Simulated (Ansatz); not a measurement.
Method: Ansatz 0.2.0, DFT PBE, scalar-relativistic, plane waves, PAW. All cells share a 420 eV cutoff and Γ-centred k meshes spaced at most about 0.3 Å⁻¹ (about 0.25 or finer for metals, 2π included). No spin polarisation in the final relaxations.

All energies are static (0 K, no zero-point motion).

Compare these two cells of MgCd₃Se₂, each relaxed at this level.

A. Space group P6/mmm (No. 191), hexagonal, a = 7.046 Å, c = 3.988 Å. Mg has 2 Mg at 3.99 Å, 12 Cd at 4.05 Å and 6 Se at 4.07 Å (long against covalent radii, as for large ions); Cd has 4 Se at 2.85 Å, 4 Cd at 3.52 Å, 2 Cd at 3.99 Å and 4 Mg at 4.05 Å; Se is surrounded by 6 Cd at 2.85 Å, 5 Se at 3.99–4.07 Å and 3 Mg at 4.07 Å.

B. Space group P6/mmm (No. 191), hexagonal, a = 5.880 Å, c = 7.448 Å. Mg has 2 Se at 2.55 Å and 6 Cd at 2.94 Å; Cd has 4 Cd at 2.94 Å and 2 Mg at 2.94 Å; Se is surrounded by 1 Se at 2.35 Å and 1 Mg at 2.55 Å.

Problem. Which is lower in energy, and by how much?

Solution. A is lower, by 114 meV/atom. A has space group P6/mmm (No. 191), 28.6 Å³/atom and no gap on its mesh; B has space group P6/mmm (No. 191), 37.2 Å³/atom and no gap. Counting Se atoms around Cd and Mg (those within 1.25 times the shortest such distance or 1.15 times the sum of covalent radii, 1.27 where that leaves under three; the shortest distance is added where it exceeds 1.18 times the sum of covalent radii), A has Mg 6 from 4.1 Å, Cd 4 and B has Mg 2, Cd 4 from 3.9 Å. B holds Se–Se pairs (shortest 2.35 Å); in A the shortest Se–Se distance is 3.99 Å. The denser one is the lower, and pressure would at first widen the difference. Both come from invented guesses. A third cell relaxed alike, in P-3m1, lies 0.50 eV/atom below the lower of the two.

Cells relaxed within their symmetry can be saddle points.
